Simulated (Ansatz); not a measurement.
HfO₂:
Space group P4₂/mnm (No. 136); a = 4.8310 Å, b = 4.8310 Å, c = 3.2102 Å, α = 90.00°, β = 90.00°, γ = 90.00°

```json
[
 {"atom": "Hf", "site": "2a", "symmetry": "m.mm", "x": "0.0000", "y": "0.0000", "z": "0.0000"},
 {"atom": "O", "site": "4f", "symmetry": "m.2m", "x": "0.3050", "y": "0.3050", "z": "0.0000"}
]
```

Relaxed with PBEsol. DFT-PBEsol in the program Ansatz with PAW potentials gives a gap of 3.89 eV.

### Question
What gap does HSE06 give on the same cell (Ansatz, PAW)?

### Answer
5.66 eV, 1.77 eV more. The hybrid was solved on a coarser mesh and at special points; its gap is the smallest among all of these.

```
k  v1 PBEsol  c1 PBEsol  v1 HSE06  c1 HSE06
-  ---------  ---------  --------  --------
Γ       0.00       3.89      0.00      5.66
Z      -0.96       5.57       ___       ___
M      -0.74       4.16     -0.79      5.93
A      -0.47       5.09       ___       ___
R      -0.86       4.13       ___       ___
X      -0.64       4.58       ___       ___
```

### Question
Top valence (v1) and lowest conduction level (c1) in eV from each method's valence maximum (which need not be a listed point): supply the withheld HSE06 values.

### Answer

- X, v1 HSE06: -0.68
- X, c1 HSE06: 6.37
- Z, v1 HSE06: -1.03
- Z, c1 HSE06: 7.39
- A, v1 HSE06: -0.51
- A, c1 HSE06: 6.91
- R, v1 HSE06: -0.93
- R, c1 HSE06: 5.89

Cost on shared cores: the PBEsol run (SCF on a 6×6×9 mesh, then bands and DOS) very roughly 30 core-seconds, the HSE06 run (SCF on 4×4×5, then a few points) around 110 core-seconds (rough); the tasks are unlike.

Space group P4_2/mnm (rutile). The first step of the workflow began from a Materials Project structure, measured or hypothetical; the Crystallography Open Database copy checked does not list it. It is not the phase usual at ambient conditions (space group No. 14, 29). The cell was relaxed with PBEsol under the symmetry of its start; its stability against distortions is not shown here. The run is not spin-polarised. Spin–orbit coupling is left out wherever it is not named.

Potentials: the earlier of the program's two PAW sets.
